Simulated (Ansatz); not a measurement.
Here is the system:

Mo2C:
```
CELL_PARAMETERS angstrom
      3.05001     0.00000     0.00000
     -1.52501     2.64139     0.00000
      0.00000     0.00000     4.64957
ATOMIC_POSITIONS crystal
  Mo 0.33333 0.66667 0.24955
  Mo 0.66667 0.33333 0.75045
  C  0.00000 0.00000 0.50000
```

This is the r²SCAN-relaxed structure.

All from r²SCAN in the plane-wave PAW code Ansatz, unless another level is named. Give the Poisson's ratio.

0.27.

Predict the highest zone-centre frequency.

600 cm^-1.

Space group P-3m1. The first step of the workflow began from a Materials Project structure, measured or hypothetical; the Crystallography Open Database copy checked does not list it. COD files the formula under space group No. 60, so this cell is another polymorph or a model. Whether it is the stable phase at ambient conditions was not checked. The cell was relaxed with r²SCAN under the symmetry of its start; of distortions, only those at the zone centre were tested. The run is not spin-polarised. As this level gives no gap, phonon frequencies hold no LO–TO term and depend on the k-mesh and smearing (Fermi–Dirac, 0.1 eV here).

Potentials: the later of the program's two PAW sets.
